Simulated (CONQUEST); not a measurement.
Worked example: self-consistent single point of Al (P1, 4 atoms in the cell; from Materials Project mp-134, changed as shown) in CONQUEST.

All values come from this method and carry its errors: LDA (PW92), numerical atomic orbitals double-zeta with polarisation (the shipped basis), PseudoDojo norm-conserving potentials made for LDA (CONQUEST).

The change in words: atoms moved at random. Reference geometry (Fm-3m):
```xyz
4
Lattice="4.0268 0.0000 0.0000 0.0000 4.0268 0.0000 0.0000 0.0000 4.0268" Properties=species:S:1:pos:R:3 pbc="T T T"
Al     0.0000     0.0000     0.0000
Al     0.0000     2.0134     2.0134
Al     2.0134     0.0000     2.0134
Al     2.0134     2.0134     0.0000
```

Reference input (self-consistent single point, DFT, LDA (PW92), numerical atomic orbitals double-zeta with polarisation (the shipped basis), PseudoDojo norm-conserving potentials made for LDA): basis = DZP; Diag.MPMeshX, Y, Z = 12 12 12; potentials = PseudoDojo norm-conserving LDA; Grid.GridCutoff = 70 Ha; DM.SolutionMethod = diagon; Diag.kT = 0.003675 Ha; Diag.GammaCentred = true; minE.SCTolerance = 1.0e-06; SC.MaxIters = 100; SC.LinearMixingFactor = 0.5; SC.KerkerPreCondition = true; SC.KerkerFactor = 0.5 1/bohr. This run's input differs from it in these lines:

```diff
@@ -34,6 +34,6 @@
 4
-    0.000000000     0.000000000     0.000000000  1 T T T
-    0.000000000     0.500000000     0.500000000  1 T T T
-    0.500000000     0.000000000     0.500000000  1 T T T
-    0.500000000     0.500000000     0.000000000  1 T T T
+    0.979714000     0.005639000     0.999431000  1 T T T
+    0.011755000     0.500851000     0.503118000  1 T T T
+    0.512717000     0.996156000     0.497817000  1 T T T
+    0.495814000     0.497354000     0.999633000  1 T T T
```

Log, with long lists cut:

```
    PulayMixSC: Starting Pulay mixing, A_up =  0.500 A_dn =  0.500
    PulayMixSC: Spin non-polarised calculation.
    PulayMixSC: with Kerker preconditioning, q0 =  0.500
          Harris-Foulkes Energy            :        -9.431692316203367 Ha
          Free Energy (E-TS)               :        -9.433820449737560 Ha
    PulayMixSC: Pulay iteration     1 residual:              0.31492E-02
          Harris-Foulkes Energy            :        -9.431401798885378 Ha
          Free Energy (E-TS)               :        -9.433531697882918 Ha
    PulayMixSC: Pulay iteration     2 residual:              0.27759E-02
   [... lines left out ...]
          Free Energy (E-TS)               :        -9.431687139109265 Ha
    PulayMixSC: Pulay iteration    13 residual:              0.18171E-05
          Harris-Foulkes Energy            :        -9.429539762961475 Ha
          Free Energy (E-TS)               :        -9.431687255769091 Ha
    PulayMixSC: Pulay iteration    14 residual:              0.10104E-05
          Harris-Foulkes Energy            :        -9.429540103940138 Ha
          Free Energy (E-TS)               :        -9.431687598908647 Ha
    PulayMixSC: Pulay iteration    15 residual:              0.81881E-06
    PulayMixSC: Reached SCF tolerance of  0.81881E-06 after     15 iterations
      | Number of electrons      =        12.000089
      | GS Energy as E-(1/2)TS   =        -9.430613851424392 Ha
      | Free Energy as E-TS      =        -9.431687598908647 Ha
      |* Harris-Foulkes energy   =        -9.429540103940138 Ha
      |* DFT total energy        =        -9.429540103050977 Ha

    force: Forces on atoms (Ha/a0)
    force:  Atom   X              Y              Z
    force:     1   0.0068940422  -0.0018536344   0.0003160713
    force:     2  -0.0011027633   0.0001756006  -0.0010796809
    force:     3  -0.0051439625   0.0005958636   0.0003736848
    force:     4  -0.0009446598   0.0010796980   0.0003217048

    force: Maximum force :        0.00689404(Ha/a0) on atom         1 in x direction
    force: Force Residual:        0.00454403 Ha/a0
    force: Total stress:          1.29229723     0.01296516    -0.01208352 GPa
                             0.01296515     1.85390206    -0.00295942
                            -0.01208349    -0.00295941     1.50944814
    force: Average pressure:     -1.55188248 GPa

    get_E_and_F: Change in energy during last step of electronic optimisation: -0.34098E-06
```

The run converged in 15 iterations. CONQUEST prints the stress tensor with tension positive. Against the reference run the free energy rises by 6.0 meV/atom, the pressure goes from -2.22 to -1.55 GPa and the largest force goes from under 0.1 to 0.37 eV/Å.

The program uses no crystal symmetry, so grid and mesh can part values that symmetry would make equal. The atom-centred basis is finite, which shifts total energies, pressures and forces against plane waves. The structure comes from a collection of computed structures, made at another level of theory; the collection holds predicted forms beside known ones. Its lattice was then scaled.

Cost on one core: around 6 core-minutes (rough).
